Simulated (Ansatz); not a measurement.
**AlGa3N4: moving Ga off its site**

AlGa3N4, P-43m, a = 4.472 Å (as given, not relaxed at this level: -5.8 GPa, forces to 0.17 eV/Å). The structure is a Materials Project entry; whether it is the stable form wasn't checked. Ansatz: LDA, PAW, 420 eV, Γ-centred 6×6×6 mesh on 8 atoms, Gaussian smearing 0.05 eV; no spin polarisation.

```yaml
crystal:
  lattice:
    - [4.47169, 0.00000, 0.00000]
    - [0.00000, 4.47169, 0.00000]
    - [0.00000, 0.00000, 4.47169]
  atoms:
    - { symbol: Al, position: [0.00000, 0.00000, 0.00000] }
    - { symbol: Ga, position: [0.50000, 0.50000, 0.00000] }
    - { symbol: Ga, position: [0.50000, 0.00000, 0.50000] }
    - { symbol: Ga, position: [0.00000, 0.50000, 0.50000] }
    - { symbol: N, position: [0.75571, 0.75571, 0.24429] }
    - { symbol: N, position: [0.75571, 0.24429, 0.75571] }
    - { symbol: N, position: [0.24429, 0.75571, 0.75571] }
    - { symbol: N, position: [0.24429, 0.24429, 0.24429] }
```

Atom 2 (Ga) moves by x along the unit vector (0.000, 0.000, 1.000), with its periodic images; all else is held. y is the free energy of the cell over the start, F the force along the path summed over the moved atoms. Symmetry makes y even in x.

```tsv
x (Å)	y (meV)	F (eV/Å)
-0.1000	83.3	1.66
-0.0500	20.9	0.83
0.0000	0.0	0.00
0.0125	1.3	-0.21
0.0250	5.2	-0.42
0.0375	11.8	-0.63
0.0625	32.6	-1.04
0.0750	?	?
0.0875	63.8	-1.45
```

Question: Fit y = c2 x² + c4 x⁴ to the energies of the other rows, give the force constant, and predict energy and force of the missing row.

Answer: Least squares on the rows shown. y = 8362 x² − 3310 x⁴. The force constant is 2 c2 = 16.7 eV/Å², for the cell as given, at -5.8 GPa (for all images moving together, not for a lone atom). The force −dy/dx at the missing row is -1.25 eV/Å (computed -1.25). At x = 0.0750 the fit asked for gives 46.9 meV. The run gave 46.9 meV, the same to the digits shown.

Cost: 9 runs of about 4.2 core-minutes in all, on AMD EPYC 7R43 (Zen 3) (shared hosts).